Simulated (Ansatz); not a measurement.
SrCl$_{2}$ (fluorite, Fm-3m), r²SCAN (plane waves, PAW; program Ansatz). The conduction-band minimum lies at Γ, with 1 equivalent valley. Second derivatives d²E/dk² of the lowest band at one valley (eV·Å²), along Cartesian directions:

```csv
direction,d²E/dk²
[100],19.46
[010],19.46
[001],19.46
[110],19.47
[101],19.47
[011],19.47
```

Question: Find the principal effective masses, the density-of-states mass and the conductivity mass.

Answer: Off-diagonal terms follow from H_xy = H[110] − (H_xx + H_yy)/2, and m*/mₑ = 7.620 eV·Å² over each eigenvalue: 0.39, 0.39, 0.39. One valley's DOS mass (m₁m₂m₃)^(1/3) = 0.39, conductivity mass 3/(Σ 1/mᵢ) = 0.39 mₑ.

Question: What effective density of states Nc follows at 300 K for parabolic valleys?

Answer: Nc = 2.509e19 × 1 × (0.39)^(3/2) ≈ 6.1e18 cm⁻³.

Question: With the computed static dielectric constant 7.33 (mean of the diagonal), estimate a hydrogenic donor's binding energy and radius.

Answer: E = 13.606 eV × 0.39/7.33² ≈ 99 meV; a = 0.529 Å × ε/m* ≈ 9.9 Å. Semilocal masses tend to be too small where the gap is.

Symmetry was held in the r²SCAN relaxation; phonons on a q-mesh show no instability. Spin–orbit coupling is left out wherever it is not named.

Potentials: the later of the program's two PAW sets.
